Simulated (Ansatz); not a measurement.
Re, DFT, LDA, all-electron PAW with datasets made for the crystal, scalar-relativistic (Ansatz 0.2.0), run on 1 thread of Arm Neoverse V1 on a shared host.

The cell is a database entry far from equilibrium at this level of theory, probably a faulty or high-pressure entry; it serves as a test geometry alone. The listed cell was then made from it by scaling, straining or moving an atom.

Command: `ansatz run input.yaml --threads 1 --pin off --max-ram 3072MiB --backend cpu --events-out ev --progress --plain --runs-dir out`

```yaml
crystal:
  lattice:
    - [-0.01975, 1.965125, 1.965125]
    - [1.965125, -0.01975, 1.965125]
    - [1.965125, 1.965125, -0.01975]
  atoms:
    - { symbol: Re, position: [0.0, 0.0, 0.0] }
kpoints:
  mp_grid: { grid: [14, 14, 14] }
scf:
  occupations: { method: fermi_dirac, width: 0.03 }
hamiltonian:
  xc: lda
  pseudopotentials: { kind: all_electron, datasets: crystal }
output:
  forces: true
  stress: true
  eigenvalues: true
  efg: { contact_densities: true }
```

Question: How large is the problem that the program sets up?

Answer: 288 irreducible k-points, 149 plane waves at Γ, 12 bands.

Question: Estimate the wall time and the peak memory.

Answer: 31 s of wall time for 7 SCF iterations, with a peak of 0.71 GiB. Times on shared machines scatter by tens of per cent.

Question: And the same cell and mesh by PAW (frozen-core files), asked for forces, stress, eigenvalues, efg, on the same hardware?

Answer: 4.1 s, peak memory 0.36 GiB.
